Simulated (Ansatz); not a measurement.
Input file for Ansatz (a program for electronic structure):

Ansatz 0.2 input:
```yaml
crystal:
  lattice:
    - [3.6692710556, 0.0, 0.0]
    - [0.0, 3.8579313677, 0.0]
    - [0.0, 0.0, 6.4315018713]
  atoms:
    - { symbol: Ta, position: [0.5, 0.0, 0.5] }
    - { symbol: Ta, position: [0.0, 0.0, 0.0] }
    - { symbol: O, position: [0.5, 0.5, 0.5] }
    - { symbol: O, position: [0.0, 0.0, 0.6792516777] }
    - { symbol: O, position: [0.0, 0.0, 0.3207483223] }
    - { symbol: O, position: [0.0, 0.5, 0.0] }
    - { symbol: O, position: [0.5, 0.0, 0.0] }
kpoints:
  mp_grid: { grid: [8, 7, 5] }
hamiltonian:
  xc: pbesol
  pseudopotentials: { azcp: { folder: ./paw }, kind: paw }
scf:
  occupations: { method: fixed }
phonons:
  method: dfpt
  response_accuracy: low
  eigenvectors: true
  rigid_motions: translations
  dielectric: true
```

Output (shortened):

```
Pseudopotential: Ta, paw, valence charge 13
Pseudopotential: O, paw, valence charge 6
Functional definition: PBEsol
Crystal: 7 atoms, lattice volume = 91.043 Å³
Basis set: ecut = 420 eV, 1773 PW (Γ), exchange–correlation on 50×54×90 points (8 copies of the dense FFT grid, shifted against one another)
Bands: 35, of which v1, the nominal top of the filled ones, is band 28 counted from 1 (27 counted from 0)
Symmetry: 8 space group operations
k-points: 141 of 280 (irreducible under 1 space group operation, time reversal used)
SCF iter   1: F=—  HF=-22425.312233 eV  |F-HF|=—  |Δ(HF+E_count)|=         —  Δρ=7.17e-2  dr2=4.74e0  ethr=3.10e-3  ⟨swp⟩=3.8  Hψ=17256  notcnv=0  defer=397
preconditioner: auto → Resta (q_TF=auto, 2.516 Å⁻¹)
SCF iter   2: F=—  HF=-22424.437030 eV  |F-HF|=—  |Δ(HF+E_count)|=   8.75e-1  Δρ=3.81e-2  dr2=9.66e-1  ethr=3.10e-3  ⟨swp⟩=2.0  Hψ=9250  notcnv=0  defer=471
SCF iter   3: F=—  HF=-22424.262363 eV  |F-HF|=—  |Δ(HF+E_count)|=   1.75e-1  Δρ=1.67e-2  dr2=3.04e-1  ethr=1.73e-3  ⟨swp⟩=2.0  Hψ=6757  notcnv=0  defer=641
SCF iter   4: F=—  HF=-22424.211995 eV  |F-HF|=—  |Δ(HF+E_count)|=   5.04e-2  Δρ=4.43e-3  dr2=1.91e-2  ethr=5.43e-4  ⟨swp⟩=2.2  Hψ=8065  notcnv=0  defer=680
SCF iter   5: F=—  HF=-22424.216278 eV  |F-HF|=—  |Δ(HF+E_count)|=   4.28e-3  Δρ=2.97e-3  dr2=6.80e-3  ethr=3.42e-5  ⟨swp⟩=2.0  Hψ=8079  notcnv=0  defer=698
SCF iter   6: F=—  HF=-22424.217271 eV  |F-HF|=—  |Δ(HF+E_count)|=   9.92e-4  Δρ=7.33e-4  dr2=5.68e-4  ethr=1.21e-5  ⟨swp⟩=2.0  Hψ=7624  notcnv=0  defer=703
SCF iter   7: F=—  HF=-22424.217832 eV  |F-HF|=—  |Δ(HF+E_count)|=   5.62e-4  Δρ=5.26e-4  dr2=2.24e-4  ethr=1.01e-6  ⟨swp⟩=2.0  Hψ=7302  notcnv=0  defer=673
SCF iter   8: F=—  HF=-22424.217816 eV  |F-HF|=—  |Δ(HF+E_count)|=   1.60e-5  Δρ=1.35e-4  dr2=1.78e-5  ethr=4.00e-7  ⟨swp⟩=2.0  Hψ=6909  notcnv=0  defer=321
SCF iter  15: F=-22424.217830 eV  HF=-22424.217830 eV  |F-HF|=3.64e-12  |Δ(HF+E_count)|=  6.55e-11  Δρ=1.25e-7  dr2=1.35e-11  ethr=1.00e-12  ⟨swp⟩=12.8  Hψ=27191  notcnv=0
SCF 1 converged in 15 iterations: F = -22424.217830 eV  dr2 = 1.35e-11
NSCF: frozen V_eff on 6 k-points
DFPT response loops at Γ: preconditioner auto → Resta (q_TF=auto, 2.516 Å⁻¹)  ε∞=12.7 (no band partly filled) …
── the response to a field inside a basis, on 10×10×6 k-points: an SCF that follows is theirs, and a resumed run solves both again ──
Crystal: 7 atoms, lattice volume = 91.043 Å³
Bands: 29, of which v1, the nominal top of the filled ones, is band 28 counted from 1 (27 counted from 0)
k-points: 75 of 600
SCF iter   1: F=—  HF=-22424.190067 eV  |F-HF|=—  |Δ(HF+E_count)|=         —  Δρ=2.87e-4  dr2=1.72e-5  ethr=1.00e-1
preconditioner: auto → Resta (q_TF=auto, 2.516 Å⁻¹)
SCF iter   2: F=—  HF=-22424.190074 eV  |F-HF|=—  |Δ(HF+E_count)|=   6.97e-6  Δρ=1.39e-4  dr2=5.88e-6  ethr=3.08e-8
SCF iter   3: F=—  HF=-22424.190078 eV  |F-HF|=—  |Δ(HF+E_count)|=   3.43e-6  Δρ=5.46e-5  dr2=9.84e-7  ethr=1.05e-8
SCF iter   4: F=-22424.190078 eV  HF=-22424.190078 eV  |F-HF|=1.54e-8  |Δ(HF+E_count)|=   3.35e-7  Δρ=8.16e-6  dr2=5.77e-8  ethr=1.76e-9
SCF 1 converged in 4 iterations: F = -22424.190078 eV  dr2 = 5.77e-8
DFPT response loops at Γ: preconditioner auto → Resta (q_TF=auto, 2.516 Å⁻¹)  ε∞=11.0 (no band partly filled) …
SCF converged after 15 iterations
Free energy (F): -22424.217830 eV
Harris-Foulkes:  -22424.217830 eV  (|F-HF|=3.64e-12)
Internal energy: -22424.217830 eV  (E = F + TS)
E sigma→0 (E₀):  -22424.217830 eV
Fermi energy:    8.627871 eV
--- Per-component energies (eV) ---
  E_band       = -501.123153
  E_kinetic    = 1610.921637
  E_local      = -3768.798190  (includes V_loc(G=0)·N_el)
  E_nonlocal   = 250.397691
  E_hartree    = 1372.824578
  E_xc         = -984.697345
  E_vxc        = -911.994637  (∫ρ·V_xc dr)
  E_paw        = -17148.471420  (= ΣΔE_a)
  E_vpaw       = -427.302791  (= ΣTr[D̂ρ^β])
  E_aug_tail   = 0.004013  (compensation charges beyond the density's cutoff)
  E_ewald      = -3757.002658
  E_core_change = 0.603865  (= ΣΔE_core)
  E_smearing   =  0.000000  (= −TS)
  E_closure    =  0.000000  (closes the sum)
  Σ components = -22424.217830   (vs F -22424.217830, Δ=0.00e0)
  [band-id]    e_kinetic+e_local+e_nonlocal+2·e_hartree+e_vxc+e_vpaw+e_augmentation_tail = -501.123122   (vs E_band -501.123153, Δ=3.09e-5)
--- Band table (eV; the first three rows and the last of 141) ---
  k-point 0: bands = ["-61.2923", "-58.7989", "-27.8485", "-27.6049", "-27.4738", "-25.6884", "-25.5200", "-25.3099", "-10.4983", "-10.0872", "-9.7612", "-8.4267", "-8.4146", "1.7269", "2.7760", "4.8037", "4.8473", "4.9736", "5.4756", "5.7115", "5.9247", …
  k-point 1: bands = ["-61.2923", "-58.7989", "-27.8479", "-27.6049", "-27.4737", "-25.6885", "-25.5211", "-25.3099", "-10.4435", "-10.0954", "-9.7188", "-8.5824", "-8.3930", "2.0337", "2.8303", "4.7254", "4.8747", "4.9415", "5.4757", "5.5961", "5.9987", …
  k-point 2: bands = ["-61.2923", "-58.7989", "-27.8470", "-27.6049", "-27.4737", "-25.6886", "-25.5228", "-25.3099", "-10.3467", "-10.1152", "-9.6063", "-8.8450", "-8.3904", "2.6721", "2.9295", "4.5841", "4.8955", "4.9426", "5.4323", "5.4764", "5.7382", …
  k-point 140: bands = ["-61.2904", "-58.7987", "-27.8241", "-27.7074", "-27.5850", "-25.9286", "-25.5024", "-25.4168", "-9.3442", "-8.8264", "-8.6925", "-7.6602", "-6.9532", "1.2875", "1.4035", "2.2514", "2.7023", "3.0430", "3.1243", "3.2307", "3.6995", …
--- Phonons (Γ-DFPT): 18 representative perturbations + reference, on 141 of 280 k-points (Σ response iterations 57) ---
  ASR residual: 8.420e-4 → 0.000e0 eV/Å²; symmetrization residual: 2.611e-4 eV/Å²
  ASR residual per site (eV/Å²): 6.54e-4 7.08e-4 5.40e-4 3.75e-4 3.75e-4 4.33e-4 8.42e-4
  Γ frequencies (cm⁻¹): -394.52 -293.43 -269.57 -144.23 0.00 0.00 0.00 53.95 91.44 103.58 159.93 199.83 206.56 275.69 299.84 303.73 381.90 441.42 583.33 772.75 873.37
  ε∞ (high-frequency dielectric tensor):
        6.920105     0.000000     0.000000
        0.000000     7.684976     0.000000
        0.000000     0.000000     5.254115
  ε⁰ (static dielectric tensor): not given — an optical mode at Γ is not stable, and the ionic part, a sum over the modes at Γ, is formed only where all of …
  softest optical mode at Γ: -394.52 cm⁻¹; the repairs (sum rule, projections) moved no ω² at Γ by more than (10.37 cm⁻¹)²
  Born effective charges Z* (e; rows j = field, columns β = displacement):
    site 0:
         9.36670    0.00000    0.00000
         0.00000   10.72039    0.00000
         0.00000    0.00000    5.74062
    site 1:
         9.26138    0.00000    0.00000
         0.00000    9.83218    0.00000
         0.00000    0.00000    6.61366
    site 2:
        -1.36858    0.00000    0.00000
         0.00000   -8.71561    0.00000
         0.00000    0.00000   -1.02922
    site 3:
        -4.22257    0.00000    0.00000
         0.00000   -1.39983    0.00000
         0.00000    0.00000   -4.09500
    site 4:
        -4.22257    0.00000    0.00000
         0.00000   -1.39983    0.00000
         0.00000    0.00000   -4.09500
    site 5:
        -1.42167    0.00000    0.00000
         0.00000   -7.59741    0.00000
         0.00000    0.00000   -1.41157
    site 6:
        -7.39270    0.00000    0.00000
         0.00000   -1.43989    0.00000
         0.00000    0.00000   -1.72350
  Z* charge neutrality: 6.740e-3 e pre-enforcement
  solved inside a basis spanned on kpoints, on 10×10×6 k-points, its susceptibility summed on 12×10×6: ε∞ is read to err by 2.7e-2, Z* by 3.9e-2 e (field_mesh …
  optical modes at Γ without the LO–TO term, one row a degenerate level:
      ω (cm⁻¹)  modes    IR ((D/Å)²/amu)
       -394.52      1            16.7777
       -293.43      1            68.2804
       -269.57      1            37.4723
       -144.23      1            25.3333
         53.95      1             5.9854
         91.44      1             0.0867
        103.58      1             2.8105
        159.93      1            93.2041
        199.83      1            12.8450
        206.56      1             0.6870
        275.69      1             0.0000
        299.84      1             0.0000
        303.73      1             5.9082
        381.90      1            23.9404
        441.42      1            26.5875
        583.33      1            65.1425
        772.75      1             0.0000
        873.37      1            68.1248
  optical modes at Γ + LO–TO along q̂ = [1.0000, 0.0000, 0.0000]:
      ω (cm⁻¹)  modes    IR ((D/Å)²/amu)
       -394.52      1            16.7777
       -269.57      1            37.4723
       -144.23      1            25.3333
        -86.46      1             3.3622
         53.95      1             5.9854
         91.44      1             0.0867
        133.75      1             0.9832
        159.93      1            93.2041
        206.56      1             0.6870
        275.69      1             0.0000
        278.66      1             2.1782
        299.84      1             0.0000
        381.90      1            23.9404
        433.36      1            35.7522
        441.42      1            26.5875
        583.33      1            65.1425
        772.75      1             0.0000
       1038.51      1           115.6933
  optical modes at Γ + LO–TO along q̂ = [0.0000, 1.0000, 0.0000]:
      ω (cm⁻¹)  modes    IR ((D/Å)²/amu)
       -394.52      1            16.7777
       -293.43      1            68.2804
       -230.01      1             0.9454
       -144.23      1            25.3333
         65.03      1             0.0294
         91.44      1             0.0867
        103.58      1             2.8105
        199.83      1            12.8450
        206.56      1             0.6870
        275.69      1             0.0000
        299.84      1             0.0000
        303.73      1             5.9082
        366.51      1             6.0133
        381.90      1            23.9404
        499.38      1             5.6196
        772.75      1             0.0000
        873.37      1            68.1248
        923.11      1           215.7841
  optical modes at Γ + LO–TO along q̂ = [0.0000, 0.0000, 1.0000]:
      ω (cm⁻¹)  modes    IR ((D/Å)²/amu)
       -354.44      1             2.3642
       -293.43      1            68.2804
       -269.57      1            37.4723
         53.95      1             5.9854
         90.59      1             0.0139
        103.58      1             2.8105
        159.93      1            93.2041
        188.84      1             2.0551
        199.83      1            12.8450
        231.78      1             3.7451
        275.69      1             0.0000
        299.84      1             0.0000
        303.73      1             5.9082
        441.42      1            26.5875
        583.33      1            65.1425
        588.58      1            58.6467
        772.75      1             0.0000
        873.37      1            68.1248
```

Cost: very roughly 9 core-minutes on shared cores.

Space group Pmmm. The workflow started from a Materials Project entry (that database holds measured and hypothetical structures alike); the Crystallography Open Database copy checked does not list it. COD files the formula under space group No. 49, so this cell is another polymorph or a model. Its standing as an ambient phase is unchecked. The PBEsol relaxation kept the symmetry of its start. At this level the phase is dynamically unstable (imaginary phonons). The run is not spin-polarised. Scalar-relativistic: spin–orbit coupling is off unless named, which matters more the heavier the elements.

Potentials: the earlier of the program's two PAW sets.

Ansatz is a plane-wave DFT program.
